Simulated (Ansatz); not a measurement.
System: HfO2 (fluorite type), 3 atoms in the cell.

```
CELL_PARAMETERS angstrom
0.00000 2.53500 2.53500
2.53500 0.00000 2.53500
2.53500 2.53500 0.00000
ATOMIC_POSITIONS crystal
Hf 0.00000 0.00000 0.00000
O 0.25000 0.25000 0.25000
O 0.75000 0.75000 0.75000
```

Level of theory: PBE, all-electron LAPW, scalar-relativistic with a first-order correction to Dirac's equation for the inner shells Hf 4p, Hf 4d and those below them, point nucleus in Ansatz.

k-mesh 6×6×6 Γ-centred; Fermi–Dirac smearing of 0.02 eV; no spin polarisation; no spin–orbit coupling.

Problem. How large is the gap on this mesh, is it direct, and where do the band edges lie (fractions of the reciprocal vectors of this cell)?

Solution. 3.78 eV, direct at (0.000, -0.500, -0.500).

Problem. List the levels near the gap at (0.000, 0.000, 0.000), (0.000, 0.333, -0.500), (0.000, -0.500, -0.500), (0.167, 0.333, -0.500), in eV from the top of the valence band (v1 is the highest filled band, c1 the lowest empty one).

Solution. 
| k | v4 | v3 | v2 | v1 | c1 | c2 | c3 |
| --- | --- | --- | --- | --- | --- | --- | --- |
| (0.000, 0.000, 0.000) | -5.40 | -0.62 | -0.62 | -0.62 | 3.88 | 3.88 | 5.78 |
| (0.000, 0.333, -0.500) | -3.71 | -1.66 | -1.40 | -0.60 | 4.22 | 5.32 | 7.08 |
| (0.000, -0.500, -0.500) | -3.48 | -1.59 | -1.59 | 0.00 | 3.78 | 5.51 | 6.64 |
| (0.167, 0.333, -0.500) | -3.74 | -2.01 | -1.58 | -0.92 | 4.52 | 5.04 | 7.53 |

This cubic structure is a model: it isn't the usual form of the substance at ambient conditions, and such phases are metastable or hypothetical. A gap read on the mesh is an upper bound of this method's gap, since the mesh can miss a band edge. Spin–orbit coupling is left out; with heavy elements it can shift the gap and split levels by tenths of an eV. Semilocal functionals give gaps that mostly lie well below measured ones.
